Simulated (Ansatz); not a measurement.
## Collinear states of Mn$_{3}$Cu

The calculation used DFT PBEsol, scalar-relativistic, plane waves, PAW in Ansatz 0.2.0.

```yaml
crystal:
  lattice:
    - [3.48239, 0.00000, 0.00000]
    - [0.00000, 3.48239, 0.00000]
    - [0.00000, 0.00000, 3.48239]
  atoms:
    - { symbol: Mn, position: [0.00000, 0.50000, 0.50000] }
    - { symbol: Mn, position: [0.50000, 0.00000, 0.50000] }
    - { symbol: Mn, position: [0.50000, 0.50000, 0.00000] }
    - { symbol: Cu, position: [0.00000, 0.00000, 0.00000] }
```

```json
{
 "plane-wave cutoff": "420 eV",
 "Γ-centred k-mesh": "12×12×12",
 "occupation rule": "Gaussian smearing, 0.1 eV",
 "list of starting moments (μB, in atom order)": "4 4 4 0",
 "check for lower electronic states after the SCF": "off"
}
```

All runs keep this geometry, which isn't relaxed for the lowest state (largest force there 0.000 eV/Å, pressure 10.1 GPa) and needn't be a stable compound; relaxing each order would shift the differences by some 20 meV/atom, going by the pressures and a bulk modulus of about 150 GPa. Signs run over the atoms with starting moments. A propagation vector, in units of the reciprocal vectors, doubles the cell, which takes an equally dense mesh. The large starts are 5 5 5 0 μB. The small starts are 0.5 0.5 0.5 0 μB. Site moments are spin moments in atom-centred spheres that scale with the neighbour distance. The states are those that the runs reached from these starts; a lower one can exist.

**Question.** Starts tried: no spin; ferromagnetic; large parallel starting moments; ferrimagnetic in the cell, signs ++-; antiferromagnetic, doubled cell, propagation vector (0, 0, 1/2); antiferromagnetic, doubled cell, propagation vector (0, 1/2, 1/2); antiferromagnetic, doubled cell, propagation vector (1/2, 1/2, 1/2); small parallel starting moments. Which state comes out lowest, and what are the moments?

**Answer.** The lowest state is ferrimagnetic, reached from the start “ferrimagnetic in the cell, signs ++-”, with site moments (μB) Mn +1.50 (×2), Mn -1.96.

```
                                                              start ends energy above lowest (meV/atom) site moments (μB) gap on mesh (eV) P (GPa)
                                                            no spin non-magnetic                            59.3                none over 0.05             metal     -0.9
                                                      ferromagnetic ferromagnetic                            57.7                 Mn +0.40 (×3) metal      0.0
                                    large parallel starting moments ferromagnetic                            57.7                 Mn +0.40 (×3) metal      0.0
                               ferrimagnetic in the cell, signs ++-      ferrimagnetic                            0.00       Mn +1.50 (×2), Mn -1.96             metal     10.1
    antiferromagnetic, doubled cell, propagation vector (0, 0, 1/2) antiferromagnetic                            52.9            Mn +1.15, Mn -1.15             metal      1.0
  antiferromagnetic, doubled cell, propagation vector (0, 1/2, 1/2) antiferromagnetic                            59.2  Mn +0.45 (×2), Mn -0.45 (×2) metal     -0.3
antiferromagnetic, doubled cell, propagation vector (1/2, 1/2, 1/2) non-magnetic                            59.3                none over 0.05             metal     -0.9
                                    small parallel starting moments ferromagnetic                            57.7                 Mn +0.40 (×3) metal      0.0
```

Cost: 8 runs of about 9.4 core-minutes in all, on Intel Xeon 6975P-C (Granite Rapids) (shared hosts).